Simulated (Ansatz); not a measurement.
Here is the system:

TiPt:
Space group Pm-3m (No. 221); a = b = c = 3.1410 Å, α = β = γ = 90.00°

| atom | site | symmetry | x | y | z |
|---|---|---|---|---|---|
| Pt | 1a | m-3m | 0.0000 | 0.0000 | 0.0000 |
| Ti | 1b | m-3m | 0.5000 | 0.5000 | 0.5000 |

This is the PBEsol-relaxed structure.

Task: All from DFT-PBEsol in the program Ansatz with PAW potentials, unless another level is named. Give the density of states at the Fermi level.

Result: 1.3 states/eV per atom (mean over ±0.08 eV).

Task: Next, the formation energy from the elements (no fitted shifts)?

Result: -778 meV/atom.

Task: What about the gap with spin–orbit coupling?

Result: none (metallic).

The workflow started from an entry of the Crystallography Open Database (COD). Its standing as an ambient phase is unchecked. Symmetry was held in the PBEsol relaxation. At this level the phase is mechanically unstable. No spin polarisation was allowed. The references are the lowest solids computed at this level, not always the standard phases. Spin–orbit coupling is left out wherever it is not named.

Potentials: the later of the program's two PAW sets.
